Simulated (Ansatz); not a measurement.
MgH$_{2}$:
Space group P4₂/mnm (No. 136); a = b = 4.4849 Å, c = 2.9966 Å, α = β = γ = 90.00°

```
atom  site  symmetry       x       y       z
----  ----  --------  ------  ------  ------
Mg      2a      m.mm  0.0000  0.0000  0.0000
H       4f      m.2m  0.3046  0.3046  0.0000
```

Relaxed with r²SCAN. Plane-wave PAW r²SCAN (Ansatz code) gives a gap of 4.38 eV.

Question: What gap does HSE06 give on the same cell (Ansatz, PAW)?

Answer: 4.84 eV, 0.46 eV more. The hybrid was solved on a coarser mesh and at special points; its gap is the smallest among all of these.

```json
[
 {"k": "Γ", "v1 r²SCAN": "-0.40", "c1 r²SCAN": "5.24", "v1 HSE06": "___", "c1 HSE06": "___"},
 {"k": "Z", "v1 r²SCAN": "-0.11", "c1 r²SCAN": "7.16", "v1 HSE06": "___", "c1 HSE06": "___"},
 {"k": "M", "v1 r²SCAN": "-2.77", "c1 r²SCAN": "9.85", "v1 HSE06": "___", "c1 HSE06": "___"},
 {"k": "A", "v1 r²SCAN": "-0.98", "c1 r²SCAN": "4.58", "v1 HSE06": "-1.06", "c1 HSE06": "5.04"},
 {"k": "R", "v1 r²SCAN": "-1.07", "c1 r²SCAN": "5.81", "v1 HSE06": "___", "c1 HSE06": "___"},
 {"k": "X", "v1 r²SCAN": "-0.52", "c1 r²SCAN": "5.99", "v1 HSE06": "-0.57", "c1 HSE06": "6.50"}
]
```

Question: Top valence (v1) and lowest conduction level (c1) in eV from each method's valence maximum (which need not be a listed point): supply the withheld HSE06 values.

Answer: 
- Z, v1 HSE06: -0.10
- Z, c1 HSE06: 7.69
- Γ, v1 HSE06: -0.42
- Γ, c1 HSE06: 5.73
- R, v1 HSE06: -1.15
- R, c1 HSE06: 6.34
- M, v1 HSE06: -3.01
- M, c1 HSE06: 10.55

Cost on shared cores: the r²SCAN run (SCF on a 6×6×9 mesh, then bands and DOS) around 27 core-seconds (rough), the HSE06 run (SCF on 4×4×5, then a few points) roughly 29 core-seconds; the tasks are unlike.

Space group P4_2/mnm (rutile). The cell was relaxed with r²SCAN under the symmetry of its start; phonons on a q-mesh show no instability.

Potentials: the later of the program's two PAW sets.
